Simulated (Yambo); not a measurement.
RPA spectrum of TlBr (rock salt, space group Fm-3m, No. 225) on LDA bands in Yambo (8×8×8 mesh, 52 bands, 4 Ry local-field block, 0.2 eV broadening; field along x). CGrdSpXd merges neighbouring transition energies to save time; the report line [X-CG] gives the poles kept by one of the 4 MPI tasks, and where the merging fails may depend on that split.

```
CGrdSpXd asked (%)  share reached (%)  poles used (one task)  static ε  largest change of Im ε (% of its maximum)              rough time
------------------  -----------------  ---------------------  --------  -----------------------------------------  ----------------------
100                               100                   2511      4.80                                        0.0                       1
70                                 69                   1751      4.80                                        0.1  within a factor of two
30                                 29                    746      4.80                                        1.3  within a factor of two
15                                  2                     67      5.09                                         68               about 1/3
5                                   2                     67      5.09                                         68               about 1/3
```

All runs end normally. In the runs at 15 %, 5 % few poles are left or the spectrum changes by over a quarter of its peak, and no warning says so. Times are rough ratios from shared machines. The k mesh wasn't tested; the rows compare only with each other.

Spin-orbit coupling is not included.

Geometry of the Materials Project entry, not relaxed at this level; primitive cell a = 4.7264 Å, b = 4.7264 Å, c = 4.7264 Å, α = 60.00°, β = 60.00°, γ = 60.00°.

This is not the ordinary phase of the substance; no match was found in the copy of COD used, and its stability was not checked.
